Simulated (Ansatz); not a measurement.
KBaI3 built on the cubic perovskite prototype, relaxed with r2SCAN in Ansatz 0.2.0. The symmetry is Pm-3m (No. 221, cubic); a = 6.719 Å in the conventional setting, 60.67 Å³ an atom. Around Ba lie 6 I at 3.36 Å; around I lie 2 Ba at 3.36 Å.

The axes x, y and z are those of this cell:
```yaml
crystal:
  lattice:
    - [6.71919, 0.00000, 0.00000]
    - [0.00000, 6.71919, 0.00000]
    - [0.00000, 0.00000, 6.71919]
  atoms:
    - { symbol: K, position: [0.00000, 0.00000, 0.00000] }
    - { symbol: Ba, position: [0.50000, 0.50000, 0.50000] }
    - { symbol: I, position: [0.50000, 0.50000, 0.00000] }
    - { symbol: I, position: [0.50000, 0.00000, 0.50000] }
    - { symbol: I, position: [0.00000, 0.50000, 0.50000] }
```

Unstrained: The PBE gap is indirect, 3.096 eV (R to Γ), below the direct gap of 3.295 eV at Γ. The r2SCAN gap is indirect, 3.761 eV (R to Γ), below the direct gap of 3.961 eV at Γ. With HSE06 the valence top lies at R and the conduction bottom at Γ, 4.020 eV higher; the smallest vertical gap, at Γ, is 4.241 eV. Meshes: PBE 4×4×4, r2SCAN 4×4×4, HSE06 2×2×2. Strains are changes of length per length. After each strain the atoms were relaxed again with r2SCAN within the symmetry that the strain leaves, so tilts or polar shifts that break it weren't tested; points keep the names that they have in the unstrained zone. (Calculated; spin-unpolarised; the phase may be known or hypothetical.)

Problem. Apply uniaxial +2.0 % along x, other directions held. How far does the gap move, against the unstrained cell?

Solution. PBE: the gap goes from 3.096 to 3.070 eV (-0.026 eV). r2SCAN: the gap goes from 3.761 to 3.740 eV (-0.021 eV). HSE06: the gap goes from 4.020 to 3.994 eV (-0.026 eV). The r2SCAN energy rises by 2.1 meV an atom.

Problem. Estimate what uniaxial -0.5 % along z, other directions held does to the gap.

Solution. PBE: the gap goes from 3.096 to 3.098 eV (+0.002 eV). r2SCAN: the gap goes from 3.761 to 3.761 eV (0.000 eV). HSE06: the gap goes from 4.020 to 4.021 eV (+0.001 eV). The r2SCAN energy rises by 0.2 meV an atom.

Problem. Apply isotropic -2.0 % on every length. How far does the gap move, against the unstrained cell?

Solution. PBE: the gap goes from 3.096 to 3.132 eV (+0.036 eV). r2SCAN: the gap goes from 3.761 to 3.782 eV (+0.021 eV). HSE06: the gap goes from 4.020 to 4.054 eV (+0.034 eV). The r2SCAN energy rises by 9.0 meV an atom.

No spin-orbit coupling is included; it can move band edges with weight on the heavy atoms by tenths of an eV.

The meshes of the hybrids are coarse, so their gaps aren't converged to the digits shown.
